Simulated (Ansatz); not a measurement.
**Ba$_{3}$Bi$_{2}$Cl$_{2}$O$_{5}$: reading a single point**

```
CELL_PARAMETERS angstrom
0.00000 4.25517 0.00000
4.25517 0.00000 0.00000
2.12759 2.12759 -12.52121
ATOMIC_POSITIONS crystal
Ba 0.50000 0.50000 0.00000
Ba 0.33860 0.33860 0.32280
Ba 0.66140 0.66140 0.67720
Bi 0.08220 0.08220 0.83560
Bi 0.91780 0.91780 0.16440
Cl 0.20530 0.20530 0.58940
Cl 0.79470 0.79470 0.41060
O 0.59400 0.09400 0.81200
O 0.09400 0.59400 0.81200
O 0.40600 0.90600 0.18800
O 0.90600 0.40600 0.18800
O 0.00000 0.00000 0.00000
```

Single point in Ansatz 0.2.0 with PBE, no spin polarisation. Cutoff 420 eV, PAW datasets, 6×6×6 Γ-centred k mesh, cold filling (width 0.0102 eV).

What do density and ELF say about some of the short contacts?

Bi–O at 2.06 Å: least valence density 0.76 e/Å³ and ELF 0.25 there. Ba–O at 2.72 Å: least valence density 0.22 e/Å³ and ELF 0.12 there. Cl–Bi at 3.08 Å: least valence density 0.17 e/Å³ and ELF 0.16 there. These are pseudo-fields; inside the PAW spheres they differ from the all-electron ones.

What is the formation energy?

-1.80 eV an atom against the elements' usual phases (free molecules for gases, crystals otherwise, with no correction for O₂ or N₂), so it is bound against them; other compounds may still compete. Relaxing would lower it.

What does the stress say?

The pressure is 18.8 GPa (compression positive), so with the atoms held at these fractions the cell would first expand; the forces are large, so a full relaxation may end otherwise. The principal stresses 13.8, 21.2, 21.2 GPa differ, so its shape would change too.

Metal or insulator?

It is a metal, with about 0.37 states/eV a cell as the mean within 0.25 eV of the Fermi level.

Which atom feels the largest force, and which way?

The largest is on Bi5 (and as large on other atoms): 1.64 eV/Å, components (0.00, 0.00, -1.64). It makes 180° with the line to a nearest neighbour, O12 at 2.06 Å, pointing away from it.

Origin: a known structure type with other elements, at an estimated volume, so it need not be a known compound. Caveats: atoms or cell far from equilibrium.
